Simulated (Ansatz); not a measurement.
LaScHO$_{2}$ in space group P4/mmm (No. 123; La on 1d, Sc on 1a, O on 2f, H on 1b) under volume change, PBE in the plane-wave PAW code Ansatz, shape and atoms relaxed at each volume.

```json
[
 {"V (Å³/atom)": "11.830", "E − E(relaxed) (meV/atom)": "46.5", "P (GPa)": "13.86"},
 {"V (Å³/atom)": "12.220", "E − E(relaxed) (meV/atom)": "19.5", "P (GPa)": "8.48"},
 {"V (Å³/atom)": "12.610", "E − E(relaxed) (meV/atom)": "4.6", "P (GPa)": "3.90"},
 {"V (Å³/atom)": "13.000", "E − E(relaxed) (meV/atom)": "0.0", "P (GPa)": "0.00"},
 {"V (Å³/atom)": "13.390", "E − E(relaxed) (meV/atom)": "4.1", "P (GPa)": "-3.31"},
 {"V (Å³/atom)": "13.780", "E − E(relaxed) (meV/atom)": "15.7", "P (GPa)": "-6.13"},
 {"V (Å³/atom)": "14.170", "E − E(relaxed) (meV/atom)": "33.6", "P (GPa)": "-8.54"}
]
```

Task: What does a third-order Birch–Murnaghan fit give for V₀, B₀ and B′?

Result: V₀ = 13.00 Å³/atom, B₀ = 120 GPa, B′ = 4.4.

The start of the workflow was typed in or built on a structure type; neither database checked (COD, Materials Project) lists it. Its standing as an ambient phase is unchecked. The PBE relaxation kept the symmetry of its start; whether a distortion lowers the energy is not shown. No spin polarisation was allowed. Spin–orbit coupling is left out wherever it is not named.

Potentials: the earlier of the program's two PAW sets.
